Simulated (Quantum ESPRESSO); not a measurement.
PSi2O5N, input and log of a self-consistent run

A calculation, not a measurement. The program is pw.x of Quantum ESPRESSO 7.5 (plane-wave density functional theory). The cell is made up: 9 atoms on a quartz lattice, with randomly drawn elements, strain and displacements, not relaxed. PseudoDojo standard norm-conserving files (v0.5 for PBE, v0.4.1 for LDA and PBEsol) set the functional; there is no spin polarisation, spin-orbit coupling or dispersion term, and the masses in the input are unused placeholders.

Input:

```
&control calculation='scf', pseudo_dir='./dojo.nc.sr.pbe.v0_5.standard.upf', outdir='./o', disk_io='low', tprnfor=.true., tstress=.true. /
&system ibrav=0, nat=9, ntyp=4, nbnd=30, ecutwfc=105.61755193, nosym=.true., tot_charge=0,
 occupations='smearing', smearing='fd', degauss=0.0018374661
/
&electrons conv_thr=7.350e-09, electron_maxstep=60, /
ATOMIC_SPECIES
N 1.0 N.upf
O 1.0 O.upf
P 1.0 P.upf
Si 1.0 Si.upf
CELL_PARAMETERS angstrom
4.9352 -0.0625 0.0729
-2.5217 4.2506 -0.0576
0.08 -0.0269 5.3539
ATOMIC_POSITIONS angstrom
P 2.3695 -0.0358 3.6057
Si -1.1483 2.024 1.7456
Si 1.3239 2.1761 -0.0629
O 1.4145 1.1193 4.258
O 3.3746 0.497 2.4031
N 2.7705 2.407 0.6569
O 0.2623 1.7082 1.117
O -0.9392 3.1084 2.9
O 0.7471 3.585 4.7084
K_POINTS automatic
7 7 6 1 1 1
```

The log is shortened where brackets say so; the opening notice, blank lines, dates and the lines on written files are dropped, and the path of the files is cut. It prints rydbergs, bohrs and kilobars, and counts compression as positive stress. With no partly filled state, the Fermi energy that it prints is only some level between the filled and the empty states on the mesh, and need not lie in the true gap.

```
     Program PWSCF v.7.5
     Parallel version (MPI & OpenMP), running on       4 processor cores
     Number of MPI processes:                 4
     Threads/MPI process:                     1
     [start-up lines left out]
     bravais-lattice index     =            0
     lattice parameter (alat)  =       9.3279  a.u.
     unit-cell volume          =     752.0395 (a.u.)^3
     number of atoms/cell      =            9
     number of atomic types    =            4
     number of electrons       =        48.00
     number of Kohn-Sham states=           30
     kinetic-energy cutoff     =     105.6176  Ry
     charge density cutoff     =     422.4702  Ry
     scf convergence threshold =      7.3E-09
     mixing beta               =       0.7000
     number of iterations used =            8  plain     mixing
     Exchange-correlation= PBE
                           (   1   4   3   4   0   0   0)
     [axes and pseudopotential details left out]
   Cartesian axes
     site n.     atom                  positions (alat units)
         1        P      tau(   1) = (   0.4800315  -0.0072526   0.7304704  )
         2        Si     tau(   2) = (  -0.2326314   0.4100375   0.3536371  )
         3        Si     tau(   3) = (   0.2682058   0.4408511  -0.0127428  )
         4        O      tau(   4) = (   0.2865603   0.2267564   0.8626184  )
         5        O      tau(   5) = (   0.6836524   0.1006861   0.4868385  )
         6        N      tau(   6) = (   0.5612692   0.4876286   0.1330799  )
         7        O      tau(   7) = (   0.0531388   0.3460603   0.2262904  )
         8        O      tau(   8) = (  -0.1902704   0.6297236   0.5875043  )
         9        O      tau(   9) = (   0.1513533   0.7262769   0.9538639  )
     number of k points=   147  Fermi-Dirac smearing, width (Ry)=  0.0018
     Number of k-points >= 100: set verbosity='high' to print them.
     Dense  grid:   110341 G-vectors     FFT dimensions: (  64,  64,  72)
     Estimated max dynamical RAM per process >     374.80 MB
     Estimated total dynamical RAM >       1.39 GB
     Initial potential from superposition of free atoms
     starting charge      47.9986, renormalised to      48.0000
     Starting wfcs are   36 randomized atomic wfcs
     total cpu time spent up to now is        8.5 secs
     per-process dynamical memory:   330.1 Mb
     Self-consistent Calculation
     iteration #  1     ecut=   105.62 Ry     beta= 0.70
     Davidson diagonalization with overlap
     ethr =  1.00E-02,  avg # of iterations =  3.0
     total cpu time spent up to now is       29.9 secs
     total energy              =    -216.10532276 Ry
     estimated scf accuracy    <       2.83630227 Ry
     iteration #  2     ecut=   105.62 Ry     beta= 0.70
     Davidson diagonalization with overlap
     ethr =  5.91E-03,  avg # of iterations =  3.0
     total cpu time spent up to now is       50.8 secs
     total energy              =    -216.44589911 Ry
     estimated scf accuracy    <       3.30376531 Ry
     iteration #  3     ecut=   105.62 Ry     beta= 0.70
     Davidson diagonalization with overlap
     ethr =  5.91E-03,  avg # of iterations =  2.2
     total cpu time spent up to now is       67.2 secs
     total energy              =    -217.28387497 Ry
     estimated scf accuracy    <       0.27704640 Ry
     iteration #  4     ecut=   105.62 Ry     beta= 0.70
     Davidson diagonalization with overlap
     ethr =  5.77E-04,  avg # of iterations =  2.2
     total cpu time spent up to now is       85.5 secs
     total energy              =    -217.29607226 Ry
     estimated scf accuracy    <       0.05164807 Ry
     iteration #  5     ecut=   105.62 Ry     beta= 0.70
     Davidson diagonalization with overlap
     ethr =  1.08E-04,  avg # of iterations =  7.3
     total cpu time spent up to now is      107.9 secs
     total energy              =    -217.30790585 Ry
     estimated scf accuracy    <       0.00230800 Ry
     [iterations 6 to 7 left out]
     iteration #  8     ecut=   105.62 Ry     beta= 0.70
     Davidson diagonalization with overlap
     ethr =  2.00E-07,  avg # of iterations =  3.0
     total cpu time spent up to now is      167.5 secs
     total energy              =    -217.30862308 Ry
     estimated scf accuracy    <       0.00000772 Ry
     iteration #  9     ecut=   105.62 Ry     beta= 0.70
     Davidson diagonalization with overlap
     ethr =  1.61E-08,  avg # of iterations =  2.3
     total cpu time spent up to now is      186.5 secs
     total energy              =    -217.30862497 Ry
     estimated scf accuracy    <       0.00000136 Ry
     iteration # 10     ecut=   105.62 Ry     beta= 0.70
     Davidson diagonalization with overlap
     ethr =  2.83E-09,  avg # of iterations =  2.0
     total cpu time spent up to now is      204.2 secs
     total energy              =    -217.30862517 Ry
     estimated scf accuracy    <       0.00000017 Ry
     iteration # 11     ecut=   105.62 Ry     beta= 0.70
     Davidson diagonalization with overlap
     ethr =  3.44E-10,  avg # of iterations =  3.0
     total cpu time spent up to now is      222.5 secs
     total energy              =    -217.30862520 Ry
     estimated scf accuracy    <       0.00000001 Ry
     iteration # 12     ecut=   105.62 Ry     beta= 0.70
     Davidson diagonalization with overlap
     ethr =  2.49E-11,  avg # of iterations =  2.3
     total cpu time spent up to now is      241.7 secs
     End of self-consistent calculation
     Number of k-points >= 100: set verbosity='high' to print the bands.
     the Fermi energy is     6.6435 ev
!    total energy              =    -217.30862521 Ry
     estimated scf accuracy    <          1.2E-09 Ry
     smearing contrib. (-TS)   =       0.00000000 Ry
     internal energy E=F+TS    =    -217.30862521 Ry
     The total energy is F=E-TS. E is the sum of the following terms:
     one-electron contribution =     -94.99024312 Ry
     hartree contribution      =      73.16739375 Ry
     xc contribution           =     -59.40729363 Ry
     ewald contribution        =    -136.07848221 Ry
     convergence has been achieved in  12 iterations
     Forces acting on atoms (cartesian axes, Ry/au):
     atom    1 type  3   force =     0.11361987    0.04007546    0.03148457
     atom    2 type  4   force =    -0.04642464   -0.00876616   -0.16947614
     atom    3 type  4   force =     0.03220814    0.24649918    0.37552510
     atom    4 type  2   force =     0.05006903   -0.34758273   -0.35654090
     atom    5 type  2   force =    -0.10186540   -0.08010247    0.17327170
     atom    6 type  1   force =    -0.03060417    0.03808289   -0.03690941
     atom    7 type  2   force =     0.06871892   -0.01283048   -0.01897170
     atom    8 type  2   force =    -0.02823061    0.05823047    0.08855930
     atom    9 type  2   force =    -0.05749114    0.06639383   -0.08694252
     Total force =     0.763437     Total SCF correction =     0.000047
     Computing stress (Cartesian axis) and pressure
          total   stress  (Ry/bohr**3)                   (kbar)     P=       86.01
   0.00021671   0.00032733   0.00025524           31.88       48.15       37.55
   0.00032733   0.00094379   0.00086106           48.15      138.84      126.67
   0.00025524   0.00086106   0.00059361           37.55      126.67       87.32
     init_run     :      8.21s CPU      8.48s WALL (       1 calls)
     electrons    :    232.54s CPU    233.17s WALL (       1 calls)
     forces       :      2.33s CPU      2.35s WALL (       1 calls)
     stress       :      8.10s CPU      8.10s WALL (       1 calls)
     [timing details left out]
     PWSCF        :   4m11.28s CPU   4m12.28s WALL
     JOB DONE.
```

In other units: free energy -2956.634 eV for the cell, pressure 8.60 GPa, largest force component 9.655 eV/Å. This run is the check on a run of the same cell at 1143 eV and a 5 x 5 x 4 mesh: rerunning at 1437 eV and a 7 x 7 x 6 mesh moved values by no more than 0.003 eV in energy, 0.03 GPa in stress and 0.002 eV/Å in force.